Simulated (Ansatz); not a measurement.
# Data sheet: CaAu₂ (DFT)

CaAu2:
```xyz
6
Lattice="-2.3050 3.5392 4.1114 2.3050 -3.5392 4.1114 2.3050 3.5392 -4.1114" Properties=species:S:1:pos:R:3 pbc="T T T"
Ca     0.0000     1.7696     4.4550
Ca     2.3050     1.7696    -0.3436
Au     0.0000     0.2836     1.3255
Au     0.0000     3.2557     1.3255
Au     2.3050     3.2557     2.7859
Au     2.3050     0.2836     2.7859
```

Space group Imma (No. 74); conventional cell a = 4.6100 Å, b = 7.0785 Å, c = 8.2229 Å, α = 90.00°, β = 90.00°, γ = 90.00°.

Method: r²SCAN in the plane-wave PAW code Ansatz. The cell and atoms are relaxed at this level. Other levels are named where they apply.

### Cell and energy

- Volume per atom = 22.36 Å³
- Density = 10.74 g/cm³
- Formation energy from the elements (no fitted shifts) = -0.76 eV/atom

### Electronic structure

Electronic character: metallic (no gap)
Density of states at the Fermi level: 0.30 states/eV per atom (mean over ±0.08 eV)

The workflow started from an entry of the Crystallography Open Database (COD). Whether it is the stable phase at ambient conditions was not checked. Symmetry was held in the r²SCAN relaxation; whether a distortion lowers the energy is not shown. Axis ratios of metals converge slowly with the k-mesh, so a and c are less sure than the volume. The references are the lowest solids computed at this level, not always the standard phases. Scalar-relativistic: spin–orbit coupling is off unless named, which matters more the heavier the elements.

Potentials: the later of the program's two PAW sets.
